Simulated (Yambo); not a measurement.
Material: Ca3CdO4 (space group Cmmm, No. 65); a = b = 5.846 Å, c = 3.392 Å, α = β = 90.00°, γ = 109.67° (8 atoms in the cell). The geometry is that of Materials Project entry mp-755287, symmetrised and not relaxed again.

With PBEsol (pw.x of Quantum ESPRESSO, ONCV potentials, no spin-orbit coupling), the gap between the mesh's edge points ((0, -0.5, 0) → Γ) is 2.579 eV.

Q: Estimate the G0W0 gap between the same points from Yambo (2×2×4 Γ-centred k mesh, bands 5 to 175 and a 7 Ry block in the screening, 175 bands in G with the Bruneval-Gonze terminator, plasmon pole fitted at 27.2 eV).

A: The correction is 1.542 eV, giving 4.121 eV, 1.6 times the PBEsol value.  Convergence of the G0W0 settings was not tested. Spin-orbit splittings are left out.

The structure is a Materials Project entry; no match was found in the copy of COD used, and its stability was not checked.
